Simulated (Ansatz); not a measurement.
Relaxed-ion elastic tensor of BeS (zinc blende, F-43m) in GPa (Voigt order), the program Ansatz at the r²SCAN level (PAW); density 2.36 g/cm³, 14.42 Å³ per atom.

```
 165  63.9  63.9   0.0   0.0   0.0
63.9   165  63.9   0.0   0.0   0.0
63.9  63.9   165   0.0   0.0   0.0
 0.0   0.0   0.0  87.3   0.0   0.0
 0.0   0.0   0.0   0.0  87.3   0.0
 0.0   0.0   0.0   0.0   0.0  87.3
```

Q: Is the crystal mechanically stable?

A: Yes: the smallest eigenvalue of C is 87.3 GPa.

Q: Work out the Voigt, Reuss and Hill averages.

A: K_V = 97.5, K_R = 97.5, K_H = 97.5; G_V = 72.5, G_R = 67.5, G_H = 70.0 GPa.

Q: Give Young's modulus, Poisson's ratio, Pugh's ratio and the universal anisotropy index.

A: E = 9KG/(3K + G) = 170 GPa; ν = 0.21; K/G = 1.39 (brittle by the Pugh limit of 1.75); A_U = 5G_V/G_R + K_V/K_R − 6 = 0.37.

Q: Estimate the sound speeds and the Debye temperature.

A: v_l = √((K + 4G/3)/ρ) = 8990 m/s, v_t = √(G/ρ) = 5440 m/s, mean 6020 m/s; Θ = (h/k)(3n/4πV)^(1/3) v_m = 736 K.

Q: Give the Zener ratio and Young's modulus along [100], [110] and [111].

A: A = 2C44/(C11 − C12) = 1.73; 1/E = S11 − 2(S11 − S12 − S44/2)Γ with Γ = 0, 1/4, 1/3 gives 129, 177, 202 GPa.

Q: Solve the Christoffel equation for the three sound speeds along [100], [110], [111].

A: Eigenvalues of C_ijkl n_j n_l equal ρv² (piezoelectric stiffening left out). In km/s, slowest first: [100] 6.08, 6.08, 8.35; [110] 4.62, 6.08, 9.23; [111] 5.15, 5.15, 9.51.

The cell was relaxed with r²SCAN under the symmetry of its start; phonons on a q-mesh show no instability.

Potentials: the later of the program's two PAW sets.
